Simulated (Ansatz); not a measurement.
AlP (zinc blende, space group No. 216) under volume change, DFT-LDA in the program Ansatz with PAW potentials, scaled uniformly.

```tsv
V (Å³/atom)	E − E(relaxed) (meV/atom)	P (GPa)
18.250	53.6	10.29
18.852	22.6	6.33
19.453	5.4	2.92
20.055	0.0	0.00
20.657	4.8	-2.50
21.258	18.3	-4.65
21.860	39.3	-6.48
```

What does a third-order Birch–Murnaghan fit give for V₀, B₀ and B′?

V₀ = 20.06 Å³/atom, B₀ = 89.9 GPa, B′ = 4.1.

Space group F-43m (zinc blende). Symmetry was held in the LDA relaxation.

Potentials: the earlier of the program's two PAW sets. The files were generated under PBE; for other functionals the program regenerates the frozen cores, and for LDA and PBEsol the local potential too.
